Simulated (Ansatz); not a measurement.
## SCF questions for MnO$_{2}$

System: MnO$_{2}$, an experimental structure (space group P4_2/mnm); the cell holds 6 atoms. Source: COD entry 2105790, which need not be the ambient phase.

```
Mn O
1.0
     4.39830    0.00000    0.00000
     0.00000    4.39830    0.00000
     0.00000    0.00000    2.87300
Mn O
2 4
Direct
  0.00000 0.00000 0.00000
  0.50000 0.50000 0.50000
  0.30515 0.30515 0.00000
  0.19485 0.80515 0.50000
  0.69485 0.69485 0.00000
  0.80515 0.19485 0.50000
```

Site labels below count the atoms in this order, from 1.

Level of theory: DFT, PBE, PAW, plane waves, scalar-relativistic (Ansatz).

```yaml
Plane-wave_cutoff: 420 eV
k-point_mesh: 5×5×7 (Γ-centred)
Occupations: Fermi–Dirac smearing, 0.02 eV
Valence_electrons: 54
Spin: off
```

The starting density is a sum of atomic densities corrected by a trained network, so it is already close to self-consistency.

A semilocal functional without U tends to delocalise d and f electrons, and can give a metal where the real compound is an insulator. Spin is off, though the compound may be magnetic.

Default run: converged in 7 iterations, with no gap on the k-mesh. The search for lower states is off, and runs that name a mixer don't switch to direct minimisation.

Change to Broyden, β 0.5, preconditioner LDOS (limit 50 iterations). Does it converge, and to what?

Converged in 7 iterations: the same free energy.

Change to Anderson, β 0.5, backtracking line search (limit 50 iterations). Does it converge, and to what?

Converged in 7 iterations: the same free energy.

What happens with Gaussian smearing, width 0.3 eV (limit 50 iterations)?

Converged in 7 iterations: free energy shifted by -32.5 meV/atom, zero-width estimate shifted by -3.2 meV/atom, forces change by up to 0.057 eV/Å, pressure -5.7 GPa against -6.4.

Rank these settings by the iterations they needed, fewest first.
A. Broyden, β 0.5, preconditioner local Kerker
B. Anderson, β 0.5, history 2, no preconditioner
C. Anderson, β 0.5, backtracking line search

C (7), A (8), B (11).
